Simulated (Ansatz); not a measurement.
This CsB₃C₂ structure is the end of a relaxation. The cell was found from a structure generator's guess, not taken from experiment.

All numbers below come from Ansatz 0.2.0, DFT PBE, scalar-relativistic, plane waves, PAW. Cutoff 420 eV, Γ-centred mesh, Gaussian smearing, no spin polarisation.

```xyz
6
Lattice="5.1289 0.0000 0.0000 0.0000 2.2515 4.7211 0.0000 -2.2515 4.7211" Properties=species:S:1:pos:R:3 pbc="T T T"
Cs    2.5645    0.0000    8.9984
B     0.0000    0.0000    4.9608
B     0.0000    0.8023    2.2156
B     0.0000   -0.8023    2.2156
C     0.0000    0.0000    3.5298
C     0.0000    0.0000    6.4064
```

Formation energies are uncorrected and refer to the elements' standard structures at the same level.

Question: Find its symmetry and describe it.

Answer: Amm2 (No. 38). Conventional cell: a = 5.129 Å, b = 4.503 Å, c = 9.442 Å. Cs is surrounded by 12 B at 3.48–3.78 Å, 6 C at 3.49–3.65 Å and 4 C at 4.02 Å; B on a site of symmetry mm2 has 2 C at 1.43–1.45 Å, 2 B at 2.45 Å, 2 B at 2.86 Å and 4 Cs at 3.48 Å; B on a site of symmetry m has 2 C at 1.54 Å, 1 B at 1.60 Å, 1 B at 2.45 Å, 2 B at 2.86–2.90 Å, 1 C at 3.10 Å, 4 Cs at 3.60–3.78 Å, 1 B at 3.64 Å and 1 C at 3.70 Å; C on its first site has 1 B at 1.43 Å, 2 B at 1.54 Å, 3 C at 2.88–2.91 Å and 4 Cs at 3.49 Å; 1 more site not described.

Question: How far does it lie from the elements in energy?

Answer: +0.164 eV/atom. The separate elements lie lower, so it is unstable against them.

Question: Is it a metal?

Answer: No, the gap on the 6×8×8 mesh is 0.77 eV.

The last run used a 6×8×8 mesh (in the run's order of axes) for its 6-atom cell and Gaussian smearing of 0.02 eV. Kohn–Sham gaps at this level usually fall short of measured ones. The reference form of C is held partly by dispersion forces, which this level lacks. Symmetry constrained the relaxation, so the result can be a saddle point.
